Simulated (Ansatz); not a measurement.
Relaxed-ion elastic tensor of Zr3Ag (Cu3Au type, space group No. 221) in GPa (Voigt order), LDA in the plane-wave PAW code Ansatz; density 7.97 g/cm³, 19.87 Å³ per atom.

```tsv
	1	2	3	4	5	6
1	142	103	103	0.0	0.0	0.0
2	103	142	103	0.0	0.0	0.0
3	103	103	142	0.0	0.0	0.0
4	0.0	0.0	0.0	37.4	0.0	0.0
5	0.0	0.0	0.0	0.0	37.4	0.0
6	0.0	0.0	0.0	0.0	0.0	37.4
```

Is the crystal mechanically stable?

Yes: the smallest eigenvalue of C is 37.4 GPa.

Work out the Voigt, Reuss and Hill averages.

K_V = 116, K_R = 116, K_H = 116; G_V = 30.2, G_R = 27.2, G_H = 28.7 GPa.

Give Young's modulus, Poisson's ratio, Pugh's ratio and the universal anisotropy index.

E = 9KG/(3K + G) = 79.5 GPa; ν = 0.39; K/G = 4.04 (ductile by the Pugh limit of 1.75); A_U = 5G_V/G_R + K_V/K_R − 6 = 0.55.

Estimate the sound speeds and the Debye temperature.

v_l = √((K + 4G/3)/ρ) = 4400 m/s, v_t = √(G/ρ) = 1900 m/s, mean 2140 m/s; Θ = (h/k)(3n/4πV)^(1/3) v_m = 236 K.

Give the Zener ratio and Young's modulus along [100], [110] and [111].

A = 2C44/(C11 − C12) = 1.94; 1/E = S11 − 2(S11 − S12 − S44/2)Γ with Γ = 0, 1/4, 1/3 gives 54.8, 83.6, 101 GPa.

Solve the Christoffel equation for the three sound speeds along [100], [110], [111].

Eigenvalues of C_ijkl n_j n_l equal ρv². In km/s, slowest first: [100] 2.17, 2.17, 4.22; [110] 1.55, 2.17, 4.48; [111] 1.78, 1.78, 4.56.

Space group Pm-3m (Cu3Au type). The workflow started from an entry of the Crystallography Open Database (COD); the relaxed space group is not among those it files for this formula. COD files the formula under space group No. 123, so this cell is another polymorph or a model. Whether it is the stable phase at ambient conditions was not checked. The cell was relaxed with LDA under the symmetry of its start; of distortions, only those at the zone centre were tested. The run is not spin-polarised. As this level gives no gap, shear constants depend on the k-mesh and smearing (Fermi–Dirac, 0.1 eV here).

Potentials: the later of the program's two PAW sets.
